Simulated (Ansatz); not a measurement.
Relaxation of a relaxed Pt cell, doubled along one cell vector, shaken by Gaussian noise of σ = 0.08 Å a coordinate; 8 atoms in the cell, which starts as P1 (No. 1), aP8; a = b = 4.3868 Å, c = 7.1636 Å, α = β = 90.00°, γ = 109.47°. These are PBEsol (plane waves to 420 eV, PAW, scalar-relativistic; Ansatz, a quantum-chemistry and plane-wave program) values and carry that method's errors. Γ-centred k-mesh 5×9×9 on the run's cell (coarser than for final values), Fermi–Dirac smearing 0.05 eV. This is the first round of the run. 

The optimiser's lines from the output (shortened; P is positive under compression):

```
relax step   1: F+E_penalty+E_count = -99067.91586668 eV  Δ(F+E_penalty+E_count) = +0.000e0 eV  max|allowed force component| = 2.362e0 eV/Å  Δτ_max = 0.0000 Å  P = +4.390 GPa  Ω = 129.973 Å³  (7 SCF iters, dr2 threshold 1.00e-7 eV, accepted)
relax step   2: F+E_penalty+E_count = -99068.41093740 eV  Δ(F+E_penalty+E_count) = -4.951e-1 eV  max|allowed force component| = 1.420e0 eV/Å  Δτ_max = 0.1955 Å  P = +6.349 GPa  Ω = 127.534 Å³  (7 SCF iters, dr2 threshold 8.00e-7 eV, accepted)
relax step   3: F+E_penalty+E_count = -99068.81985982 eV  Δ(F+E_penalty+E_count) = -4.089e-1 eV  max|allowed force component| = 6.116e-1 eV/Å  Δτ_max = 0.2000 Å  P = -2.990 GPa  Ω = 130.920 Å³  (7 SCF iters, dr2 threshold 8.00e-7 eV, accepted)
relax step   4: F+E_penalty+E_count = -99069.29905712 eV  Δ(F+E_penalty+E_count) = -4.792e-1 eV  max|allowed force component| = 1.151e0 eV/Å  Δτ_max = 0.1951 Å  P = -5.878 GPa  Ω = 129.512 Å³  (6 SCF iters, dr2 threshold 8.00e-7 eV, accepted)
relax step   5: F+E_penalty+E_count = -99070.15160152 eV  Δ(F+E_penalty+E_count) = -8.525e-1 eV  max|allowed force component| = 9.756e-1 eV/Å  Δτ_max = 0.1965 Å  P = -5.210 GPa  Ω = 125.183 Å³  (6 SCF iters, dr2 threshold 8.00e-7 eV, accepted)
relax step   6: F+E_penalty+E_count = -99070.48014496 eV  Δ(F+E_penalty+E_count) = -3.285e-1 eV  max|allowed force component| = 1.351e-1 eV/Å  Δτ_max = 0.1337 Å  P = +3.693 GPa  Ω = 120.031 Å³  (6 SCF iters, dr2 threshold 8.00e-7 eV, accepted)
relax step   7: F+E_penalty+E_count = -99070.50175502 eV  Δ(F+E_penalty+E_count) = -2.161e-2 eV  max|allowed force component| = 1.253e-2 eV/Å  Δτ_max = 0.0125 Å  P = +0.089 GPa  Ω = 121.590 Å³  (6 SCF iters, dr2 threshold 8.00e-7 eV, accepted)
relax step   8: F+E_penalty+E_count = -99070.50189166 eV  Δ(F+E_penalty+E_count) = -1.366e-4 eV  max|allowed force component| = 4.874e-4 eV/Å  Δτ_max = 0.0015 Å  P = +0.006 GPa  Ω = 121.622 Å³  (6 SCF iters, dr2 threshold 1.35e-7 eV, accepted)
relax step   9: F+E_penalty+E_count = -99070.50192245 eV  Δ(F+E_penalty+E_count) = -3.080e-5 eV  max|allowed force component| = 5.456e-3 eV/Å  Δτ_max = 0.0007 Å  P = -0.012 GPa  Ω = 121.627 Å³  (6 SCF iters, dr2 threshold 3.81e-9 eV, accepted)
relax step  10: F+E_penalty+E_count = -99070.50196057 eV  Δ(F+E_penalty+E_count) = -3.811e-5 eV  max|allowed force component| = 1.093e-4 eV/Å  Δτ_max = 0.0006 Å  P = -0.001 GPa  Ω = 121.624 Å³  (6 SCF iters, dr2 threshold 5.65e-9 eV, accepted)
relax step  11: F+E_penalty+E_count = -99070.49944287 eV  Δ(F+E_penalty+E_count) = +2.518e-3 eV  max|allowed force component| = 1.090e-4 eV/Å  Δτ_max = 0.0000 Å  P = +0.003 GPa  Ω = 121.624 Å³  stress off target by 2.05e-2 GPa  SCF on the basis re-selected at this cell (its energy is not comparable with the rows above)  (6 SCF iters)
relax step  12: F+E_penalty+E_count = -99070.49944429 eV  Δ(F+E_penalty+E_count) = -1.420e-6 eV  max|allowed force component| = 9.218e-6 eV/Å  Δτ_max = 0.0000 Å  P = -0.000 GPa  Ω = 121.624 Å³  (8 SCF iters, accepted)
relax step  13: F+E_penalty+E_count = -99070.49944034 eV  Δ(F+E_penalty+E_count) = +3.946e-6 eV  max|allowed force component| = 9.218e-6 eV/Å  Δτ_max = 0.0000 Å  P = -0.000 GPa  Ω = 121.624 Å³  stress off target by 6.10e-3 GPa  SCF on the basis re-selected at this cell (its energy is not comparable with the rows above)  (7 SCF iters)
```

From the first to the last row the energy changes by -0.32 eV/atom and the volume by -6.4 %. The last row is marked as not comparable with the walk above it, whose basis was carried along; it does compare with step 1, since both stand on a basis selected at the nominal cutoff for their own cell.

Later rounds, restarted from the end of this one on a renewed k-mesh, logged 4 more steps and released under 0.01 eV/atom more. The final structure after all rounds: I4/mmm (No. 139), tI2, AFLOW prototype A_tI2_139_a (A_a); a = 3.353 Å, b = 3.353 Å, c = 2.705 Å, α = 90.00°, β = 90.00°, γ = 90.00°. Between re-selections the logged energies stand on a plane-wave basis carried along with the cell. No spin polarisation in the result.

The relaxed structure here is a generated cell of Pt: the first start was made by a random draw of sites in a space group, and the end was not matched to a known phase here, so it may be hypothetical. Known forms of Pt include space group No. 225.
